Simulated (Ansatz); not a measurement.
KI:
```xyz
2
Lattice="0.0000 3.5912 3.5912 3.5912 0.0000 3.5912 3.5912 3.5912 0.0000" Properties=species:S:1:pos:R:3 pbc="T T T"
K      0.0000     0.0000     0.0000
I      3.5912     3.5912     3.5912
```

Relaxed with PBE.

Problem. Map the valence electron density (e/Å³), cut off at 2 on the plane through (0.000, 0.000, 0.000) spanned by u = [1, 0, 0] and v = [0, 1, -1] in lattice vectors, from PBE in the plane-wave PAW code Ansatz.

Solution. x is the fraction of u, y of v (the angle between them is 90°; rows are the nearest grid lines); atoms in the plane: K at (0.00, 0.00), I at (0.50, 0.50).
```
|@@@@+.              .+@@@@|
|@@@@=.              .=@@@@|
|@@@#-.              .-#@@@|
|@@#=.                .=#@@|
|+=-.                  .-=+|
|...                    ...|
|         ..::::..         |
|        .:--==--:.        |
|       .:-=*%%*=-:.       |
|      ..-=%@@@@%=-..      |
|      .:-*@@@@@@*-:.      |
|      .:=%@@@@@@%=:.      |
|      .:=%@@@@@@%=:.      |
|      .:-*@@@@@@*-:.      |
|      ..-=%@@@@%=-..      |
|       .:-=*%%*=-:.       |
|        .:--==--:.        |
|         ..::::..         |
|...                    ...|
|+=-.                  .-=+|
|@@#=.                .=#@@|
|@@@#-.              .-#@@@|
|@@@@=.              .=@@@@|
|@@@@+.              .+@@@@|
```
Scale: ten equal steps from 0.013 (start of ' ') to 2.00 (end of '@'), in the order ' .:-=+*#%@'; x runs from 0.000 to 1.00, y from 0.000 (bottom) to 1.00 (top).

The density is the valence pseudo-density with augmentation charge, so density and ELF within about 1 Å of a nucleus are not all-electron values.

Space group Fm-3m (rock salt). The PBE relaxation kept the symmetry of its start; phonons on a q-mesh show no instability. Spin–orbit coupling is left out wherever it is not named.

Potentials: the later of the program's two PAW sets.
